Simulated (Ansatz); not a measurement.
Relaxed-ion elastic tensor of ScB₂ in space group P6/mmm (No. 191; Sc on 1a, B on 2d) in GPa (Voigt order), plane-wave PAW PBEsol (Ansatz code); density 3.75 g/cm³, 9.83 Å³ per atom.

```tsv
	1	2	3	4	5	6
1	516	50.2	73.5	0.0	0.0	0.0
2	50.2	516	73.5	0.0	0.0	0.0
3	73.5	73.5	386	0.0	0.0	0.0
4	0.0	0.0	0.0	195	0.0	0.0
5	0.0	0.0	0.0	0.0	195	0.0
6	0.0	0.0	0.0	0.0	0.0	233
```

**Question.** Is the crystal mechanically stable?

**Answer.** Yes: the smallest eigenvalue of C is 195 GPa.

**Question.** Work out the Voigt, Reuss and Hill averages.

**Answer.** K_V = 201, K_R = 199, K_H = 200; G_V = 206, G_R = 203, G_H = 205 GPa.

**Question.** Give Young's modulus, Poisson's ratio, Pugh's ratio and the universal anisotropy index.

**Answer.** E = 9KG/(3K + G) = 458 GPa; ν = 0.12; K/G = 0.98 (brittle by the Pugh limit of 1.75); A_U = 5G_V/G_R + K_V/K_R − 6 = 0.09.

**Question.** Estimate the sound speeds and the Debye temperature.

**Answer.** v_l = √((K + 4G/3)/ρ) = 11200 m/s, v_t = √(G/ρ) = 7390 m/s, mean 8090 m/s; Θ = (h/k)(3n/4πV)^(1/3) v_m = 1120 K.

**Question.** Solve the Christoffel equation for the three sound speeds along x, y, z.

**Answer.** Eigenvalues of C_ijkl n_j n_l equal ρv². In km/s, slowest first: x 7.22, 7.88, 11.73; y 7.22, 7.88, 11.73; z 7.22, 7.22, 10.15.

**Question.** How much does each axis shrink under pressure?

**Answer.** Linear compressibilities β_i = Σ_j S_ij (j = 1 to 3): x 1.5, y 1.5, z 2.0 per TPa.

The first step of the workflow began from a Materials Project structure, measured or hypothetical; the Crystallography Open Database files this formula in space group No. 191, but the cells were not matched. Whether it is the stable phase at ambient conditions was not checked. Symmetry was held in the PBEsol relaxation; phonons on a q-mesh show no instability. No spin polarisation was allowed. As this level gives no gap, shear constants depend on the k-mesh and smearing (Fermi–Dirac, 0.1 eV here).

Potentials: the later of the program's two PAW sets.
